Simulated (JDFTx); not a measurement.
An input for JDFTx (a modified build) (TiSi2(001), linear PCM (GLSSA13), methanol, 1 M NaCl; bohr, hartree) and the course of its log:

```
lattice \
  6.6711300624 -3.3355650312 0.0000000000 \
  0.0000000000 12.7731879997 0.0000000000 \
  0.0000000000 0.0000000000 40.2511664545
coords-type Lattice
ion Si 0.4513571123 0.9027142245 -0.1314823757 0
ion Si 0.7488143847 0.4976287693 -0.1243107165 0
ion Si 0.5582500000 0.1165000000 -0.0418447180 0
ion Si 0.2496900000 0.4993800000 -0.0418447180 0
ion Si 0.4417500000 0.8835000000 0.0418447180 0
ion Si 0.7503100000 0.5006200000 0.0418447180 0
ion Si 0.5486428877 0.0972857755 0.1314823757 0
ion Si 0.2511856153 0.5023712307 0.1243107165 0
ion Ti 0.1000262613 0.2000525225 -0.1224953622 0
ion Ti 0.8968800000 0.7937600000 -0.0418447180 0
ion Ti 0.1031200000 0.2062400000 0.0418447180 0
ion Ti 0.8999737387 0.7999474775 0.1224953622 0
ion-species pseudo/si_pbe_v1.upf
ion-species pseudo/ti_pbe_v1.4.upf
elec-cutoff 20 100
elec-ex-corr gga-PBE
coulomb-interaction Slab 001
coulomb-truncation-embed 0 0 0
kpoint-folding 6 6 1
elec-smearing Fermi 0.01
elec-n-bands 57
target-mu -0.119068
electronic-scf nIterations 100 energyDiffThreshold 1e-07
fluid LinearPCM
pcm-variant GLSSA13
fluid-solvent Methanol
fluid-cation Na+ 1
fluid-anion Cl- 1
fluid-minimize nIterations 400 knormThreshold 1e-12
wavefunction read f1.wfns
elec-initial-eigenvals f1.eigenvals
elec-initial-fillings read f1.fillings
fluid-initial-state f1.fluidState
dump-name f1_u1.$VAR
dump End State Ecomponents EigStats BandEigs Forces ElecDensity IonicPositions Fillings Kpoints Dtot FluidDebug BoundCharge FluidDensity
```

```
[one cycle in 5 is shown, and the last three; fluid-solver lines are left out]
	FillingsUpdate:  mu: -0.119068000  nElectrons: 78.211226
SCF: Cycle:  0   G: -255.253506138224395   dG: +3.905e-01   |Residual|: 8.303e-02   |deigs|: 9.837e-06
	FillingsUpdate:  mu: -0.119068000  nElectrons: 79.645519
SCF: Cycle:  5   G: -255.637711295869394   dG: -4.157e-03   |Residual|: 1.397e-02   |deigs|: 8.896e-04
	FillingsUpdate:  mu: -0.119068000  nElectrons: 79.821039
SCF: Cycle: 10   G: -255.644937151113623   dG: -1.833e-04   |Residual|: 2.309e-03   |deigs|: 1.513e-04
	FillingsUpdate:  mu: -0.119068000  nElectrons: 79.793517
SCF: Cycle: 15   G: -255.645053182931036   dG: -9.877e-05   |Residual|: 2.347e-03   |deigs|: 1.294e-04
	FillingsUpdate:  mu: -0.119068000  nElectrons: 79.796769
SCF: Cycle: 20   G: -255.645056685765013   dG: -2.261e-05   |Residual|: 2.538e-03   |deigs|: 1.314e-04
	FillingsUpdate:  mu: -0.119068000  nElectrons: 79.718330
SCF: Cycle: 25   G: -255.644554908919218   dG: +4.821e-04   |Residual|: 6.533e-03   |deigs|: 5.251e-04
	FillingsUpdate:  mu: -0.119068000  nElectrons: 79.694011
SCF: Cycle: 30   G: -255.644546707166882   dG: -6.763e-04   |Residual|: 7.884e-03   |deigs|: 2.096e-04
	FillingsUpdate:  mu: -0.119068000  nElectrons: 79.811533
SCF: Cycle: 35   G: -255.645272731933346   dG: +1.458e-04   |Residual|: 1.733e-03   |deigs|: 1.800e-04
	FillingsUpdate:  mu: -0.119068000  nElectrons: 79.846560
SCF: Cycle: 40   G: -255.644942734587175   dG: +3.634e-05   |Residual|: 6.919e-04   |deigs|: 1.206e-04
	FillingsUpdate:  mu: -0.119068000  nElectrons: 79.789582
SCF: Cycle: 45   G: -255.644481472929300   dG: +2.706e-04   |Residual|: 3.829e-03   |deigs|: 1.553e-04
	FillingsUpdate:  mu: -0.119068000  nElectrons: 79.829817
SCF: Cycle: 50   G: -255.645166869332144   dG: +2.279e-05   |Residual|: 8.765e-04   |deigs|: 1.871e-05
	FillingsUpdate:  mu: -0.119068000  nElectrons: 79.850779
SCF: Cycle: 55   G: -255.644927976678645   dG: +3.911e-05   |Residual|: 1.024e-03   |deigs|: 3.972e-05
	FillingsUpdate:  mu: -0.119068000  nElectrons: 79.775658
SCF: Cycle: 60   G: -255.644837236938002   dG: -4.579e-04   |Residual|: 3.593e-03   |deigs|: 1.900e-04
	FillingsUpdate:  mu: -0.119068000  nElectrons: 79.787768
SCF: Cycle: 65   G: -255.644849419487372   dG: -1.232e-05   |Residual|: 3.031e-03   |deigs|: 3.684e-05
	FillingsUpdate:  mu: -0.119068000  nElectrons: 79.778583
SCF: Cycle: 70   G: -255.644846498495724   dG: +4.550e-05   |Residual|: 3.559e-03   |deigs|: 3.761e-05
	FillingsUpdate:  mu: -0.119068000  nElectrons: 79.752750
SCF: Cycle: 75   G: -255.644727324893267   dG: -1.575e-03   |Residual|: 4.864e-03   |deigs|: 5.366e-04
	FillingsUpdate:  mu: -0.119068000  nElectrons: 79.736736
SCF: Cycle: 80   G: -255.644667233999712   dG: -3.513e-04   |Residual|: 5.788e-03   |deigs|: 1.795e-04
	FillingsUpdate:  mu: -0.119068000  nElectrons: 79.798703
SCF: Cycle: 85   G: -255.644750759054944   dG: -4.746e-03   |Residual|: 3.389e-03   |deigs|: 1.420e-03
	FillingsUpdate:  mu: -0.119068000  nElectrons: 79.731822
SCF: Cycle: 90   G: -255.644408429642851   dG: -7.076e-04   |Residual|: 6.123e-03   |deigs|: 2.748e-04
	FillingsUpdate:  mu: -0.119068000  nElectrons: 79.616445
SCF: Cycle: 95   G: -255.640947997693814   dG: +5.066e-04   |Residual|: 1.270e-02   |deigs|: 8.163e-05
	FillingsUpdate:  mu: -0.119068000  nElectrons: 79.774778
SCF: Cycle: 97   G: -255.644732645726975   dG: -7.714e-04   |Residual|: 3.543e-03   |deigs|: 4.162e-04
	FillingsUpdate:  mu: -0.119068000  nElectrons: 79.794342
SCF: Cycle: 98   G: -255.644635955983716   dG: +9.669e-05   |Residual|: 3.003e-03   |deigs|: 1.630e-04
	FillingsUpdate:  mu: -0.119068000  nElectrons: 79.833545
SCF: Cycle: 99   G: -255.644878432257940   dG: -2.425e-04   |Residual|: 1.368e-03   |deigs|: 2.316e-04
SCF: None of the convergence criteria satisfied after 100 iterations.
IonicMinimize: Iter:   0  G: -255.644878432257940  |grad|_K:  0.000e+00
IonicMinimize: Converged (|grad|_K<1.000000e-04).
```

This run gave no converged result. The electronic loop ended without meeting its threshold, so the last energy, electron count and forces aren't results.
